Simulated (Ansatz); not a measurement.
HfC:
```
CELL_PARAMETERS angstrom
      3.31074     0.00000     0.00000
     -1.65537     2.86719     0.00000
      0.00000     0.00000     5.24476
ATOMIC_POSITIONS crystal
  Hf 0.66667 0.33333 0.75000
  Hf 0.33333 0.66667 0.25000
  C  0.00000 0.00000 0.00000
  C  0.00000 0.00000 0.50000
```

Relaxed with r²SCAN. Special points in fractions of this cell's reciprocal vectors: Γ (0.000, 0.000, 0.000); M (0.500, 0.000, 0.000); K (0.333, 0.333, 0.000); A (0.000, 0.000, 0.500); L (0.500, 0.000, 0.500); H (0.333, 0.333, 0.500).

Problem. List the band energies nearest the Fermi level at these points for plane-wave PAW r²SCAN (Ansatz code).

Solution. In eV from the Fermi level; about four levels below and three above (degenerate sets whole), none deeper than 8.9 eV; points with the same levels are listed once.

```
k                    below                above
-  -----------------------  -------------------
Γ  -3.42 -3.42 -1.48 -1.48       1.00 1.43 1.43
M  -3.88 -3.85 -1.96 -1.38       1.15 4.44 4.85
K  -4.68 -4.68 -4.08 -4.08       0.19 1.06 1.06
A  -2.94 -2.94 -2.94 -2.94  3.97 3.97 3.97 3.97
L  -3.43 -3.43 -2.74 -2.74  1.24 1.24 4.91 4.91
H  -2.86 -2.86 -2.83 -2.83  1.90 1.90 3.54 3.54
```

Space group P6_3/mmc (NiAs type). The first step of the workflow began from a Materials Project structure, measured or hypothetical; the Crystallography Open Database copy checked does not list it. It is not the phase usual at ambient conditions (space group No. 225). The cell was relaxed with r²SCAN under the symmetry of its start; whether a distortion lowers the energy is not shown. The run is not spin-polarised. Scalar-relativistic: spin–orbit coupling is off unless named, which matters more the heavier the elements.

Potentials: the later of the program's two PAW sets.
